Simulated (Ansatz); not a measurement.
# Equation of state of Na

```
Na
1.0
    -2.07427    2.07427    2.07427
     2.07427   -2.07427    2.07427
     2.07427    2.07427   -2.07427
Na
1
Direct
  0.00000 0.00000 0.00000
```

Conventional cell: a = 4.149 Å, b = 4.149 Å, c = 4.149 Å, α = 90.00°, β = 90.00°, γ = 90.00°. Na (atom 1) has 8 Na at 3.59 Å as nearest neighbours.

The cell comes from COD entry 9011002, which wasn't checked; take it as a given geometry. The listed cell was then made from it by scaling, straining or moving an atom.

Methods: DFT, PBEsol, all-electron LAPW, scalar-relativistic (Ansatz 0.2.0); DFT, PBEsol, PAW with Ansatz's default frozen-core files, scalar-relativistic (Ansatz 0.2.0).

For LAPW: a Γ-centred 11×11×11 k mesh, Fermi–Dirac smearing of 0.03 eV, basis error target 0.5 meV/atom, no spin polarisation. PAW takes a cutoff of 420 eV at this cell (files made with PBE, cores remade for this functional). The Ansatz runs share mesh, smearing and spin set-up. Plane-wave (PAW) pressures include the program's estimate of the Pulay term.

The cell above is scaled evenly, with fractional coordinates and shape held.

Problem. Estimate the equilibrium volume and bulk modulus that LAPW (all electrons) gives for this fixed shape.

Solution. V0 = 36.25 Å³/atom, B0 = 8 GPa, B0′ = 3.6, from a third-order Birch–Murnaghan fit to these pressures:
```json
{"V/V(cell)": "1.0000", "V (Å³/atom)": "35.699", "P, LAPW (GPa)": "0.12", "P, PAW (GPa)": "0.12", "free energy over the lowest listed, PAW (meV/atom)": "0.2"}
{"V/V(cell)": "1.0213", "V (Å³/atom)": "36.459", "P, LAPW (GPa)": "-0.05", "P, PAW (GPa)": "-0.05", "free energy over the lowest listed, PAW (meV/atom)": "0.0"}
{"V/V(cell)": "1.0426", "V (Å³/atom)": "37.218", "P, LAPW (GPa)": "-0.20", "P, PAW (GPa)": "-0.20", "free energy over the lowest listed, PAW (meV/atom)": "0.6"}
{"V/V(cell)": "1.0532", "V (Å³/atom)": "37.598", "P, LAPW (GPa)": "-0.27", "P, PAW (GPa)": "-0.27", "free energy over the lowest listed, PAW (meV/atom)": "1.2"}
{"V/V(cell)": "1.0745", "V (Å³/atom)": "38.358", "P, LAPW (GPa)": "-0.40", "P, PAW (GPa)": "-0.41", "free energy over the lowest listed, PAW (meV/atom)": "2.8"}
{"V/V(cell)": "1.0851", "V (Å³/atom)": "38.737", "P, LAPW (GPa)": "-0.46", "P, PAW (GPa)": "-0.47", "free energy over the lowest listed, PAW (meV/atom)": "3.8"}
{"V/V(cell)": "1.1064", "V (Å³/atom)": "39.497", "P, LAPW (GPa)": "-0.58", "P, PAW (GPa)": "-0.58", "free energy over the lowest listed, PAW (meV/atom)": "6.3"}
{"V/V(cell)": "1.1277", "V (Å³/atom)": "40.257", "P, LAPW (GPa)": "-0.68", "P, PAW (GPa)": "-0.69", "free energy over the lowest listed, PAW (meV/atom)": "9.3"}
```

PAW's V0 lies -0.04 % from the all-electron value and its B0 0.2 %. Symmetry fixes shape and coordinates here, so this is the relaxed modulus.
